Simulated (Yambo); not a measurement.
A G0W0@LDA run in Yambo for Cs2NaScF6 (space group Fm-3m, No. 225) (2×2×2 Γ-centred k mesh, bands 3 to 342 and a 8 Ry block in the screening, 342 bands in G with the Bruneval-Gonze terminator, plasmon pole fitted at 27.2 eV) gives these matrix elements, in eV, at the band edges (Γ → Γ):

```tsv
state	E0	<Vxc>	<Σx>	<Σc(E0)>	Z
valence edge	0.000	-22.096	-29.902	5.098	0.796
conduction edge	6.785	-18.324	-10.192	-4.669	0.825
```

Problem. Solve the linearised quasiparticle equation for both states, give the gap, and say how exchange and correlation each act on it.

Solution. E = E0 + Z(Σx + Σc − Vxc). Valence: 0.000 + 0.796 × (-29.902 + (5.098) − (-22.096)) = -2.15 eV. Conduction: 6.785 + 0.825 × (-10.192 + (-4.669) − (-18.324)) = 9.64 eV. The gap is 11.80 eV, against 6.79 eV in LDA. Replacing Vxc by bare exchange alone would open it by 15.94 eV; correlation takes back 9.77 eV of that, and Z scales what is left. Nearest settings tried, and what they do to the gap: 264 bands in W, 264 bands in G: +24 meV; 6 Ry block (331 vectors against 531): +69 meV; 1×1×1 mesh: -147 meV. So the settings aren't converged at that level. The k mesh is coarse. 

Geometry of the Materials Project entry, not relaxed at this level; primitive cell a = b = c = 6.3589 Å, α = β = γ = 60.00°.

The structure is a Materials Project entry; no match was found in the copy of COD used, and its stability was not checked.
